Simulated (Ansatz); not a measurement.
An elastic tensor (GPa, Voigt order, standard axes) from plane-wave PAW PBEsol (Ansatz code):

```
 227  97.0  84.2  -6.4   0.0   0.0
97.0   227  84.2   6.4   0.0   0.0
84.2  84.2   279   0.0   0.0   0.0
-6.4   6.4   0.0  67.8   0.0   0.0
 0.0   0.0   0.0   0.0  67.8  -6.4
 0.0   0.0   0.0   0.0  -6.4  65.2
```

Problem. Pick the material that matches.
(A) AlSiCN, P3m1 (Al on 1b, Si on 1c, C on 1b, N on 1c)
(B) Al3Pd2, La2O3 or Ni2Al3 type
(C) AlRu, R-3m (Al on 3a, Ru on 3b)
(D) AlGaSb2, R3m (Al on 3a, Ga on 3a, Sb on 3a, Sb on 3a)

Solution. B, Al3Pd2, La2O3 or Ni2Al3 type

Space group P-3m1 (La2O3 or Ni2Al3 type). The first step of the workflow began from a Materials Project structure, measured or hypothetical; the Crystallography Open Database copy checked does not list it. Whether it is the stable phase at ambient conditions was not checked. Symmetry was held in the PBEsol relaxation; its stability against distortions is not shown here. The run is not spin-polarised. As this level gives no gap, shear constants depend on the k-mesh and smearing (Fermi–Dirac, 0.1 eV here).

Potentials: the later of the program's two PAW sets.
